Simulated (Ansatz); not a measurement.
Bi2Se3:
```yaml
crystal:
  lattice:
    - [2.07210, 1.19633, 9.47755]
    - [-2.07210, 1.19633, 9.47755]
    - [0.00000, -2.39266, 9.47755]
  atoms:
    - { symbol: Bi, position: [0.40091, 0.40091, 0.40091] }
    - { symbol: Bi, position: [0.59909, 0.59909, 0.59909] }
    - { symbol: Se, position: [0.00000, 0.00000, 0.00000] }
    - { symbol: Se, position: [0.21044, 0.21044, 0.21044] }
    - { symbol: Se, position: [0.78956, 0.78956, 0.78956] }
```

Relaxed with PBE+D3(BJ).

Task: Give the Bader charges and basin volumes of the independent atoms, the program Ansatz at the PBE+D3(BJ) level (PAW).

Result: 

```
atom  Bader charge (e)  Bader volume (Å³)
----  ----------------  -----------------
Bi1              +1.01               24.7
Se3              -0.84               29.5
Se4              -0.59               31.0
```

Space group R-3m. Symmetry was held in the PBE+D3(BJ) relaxation. Scalar-relativistic: spin–orbit coupling is off unless named, which matters more the heavier the elements.

Potentials: the later of the program's two PAW sets.
